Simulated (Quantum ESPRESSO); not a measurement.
Kohn-Sham bands of BaSnO3 (cubic perovskite)

```
CELL_PARAMETERS angstrom
      4.14347     0.00000     0.00000
      0.00000     4.14347     0.00000
      0.00000     0.00000     4.14347
ATOMIC_POSITIONS crystal
  Ba 0.50000 0.50000 0.50000
  Sn 0.00000 0.00000 0.00000
  O  0.00000 0.50000 0.00000
  O  0.50000 0.00000 0.00000
  O  0.00000 0.00000 0.50000
```

Structure: Materials Project mp-3163, symmetrised, not relaxed again. COD (Crystallography Open Database) records the formula in this space group. Ideal cubic forms of this type are often high-temperature phases that distort on cooling; symmetry holds the cell here, and its stability was not tested. Method: PBEsol plane waves in Quantum ESPRESSO 7.5 (PseudoDojo norm-conserving files, 68 Ry, spinors with spin-orbit coupling), Bloch states on a 4×4×4 mesh through Γ, Wannier90 4.0.1. Density: 8×8×8 mesh, Gaussian smearing 0.01 Ry.

Energies are relative to the valence-band maximum; weights are on the orthonormalised atomic waves of the pseudopotential files, averaged over the group. 42 electrons a cell are treated as valence.

**Question.** Into which isolated groups do the bands fall, where do they lie and what are they made of?

**Answer.** 
```csv
bands,from (eV),to (eV),filling,weight on atomic waves
1–2,-24.81,-24.63,filled,Ba 5s 94 %
3–6,-20.81,-20.52,filled,"Sn 4d 94 %, O 2s 5 %"
7–12,-19.75,-19.38,filled,Sn 4d 97 %
13–18,-17.53,-14.65,filled,"O 2s 75 %, Sn 5p 11 %, Sn 4d 6 %"
19–20,-11.73,-11.21,filled,Ba 5p 94 %
21–24,-9.92,-9.16,filled,Ba 5p 93 %
25–42,-8.88,0.00,filled,"O 2p 85 %, Sn 5p 5 %"
```

The Kohn-Sham gap over both meshes and the path is 0.66 eV.
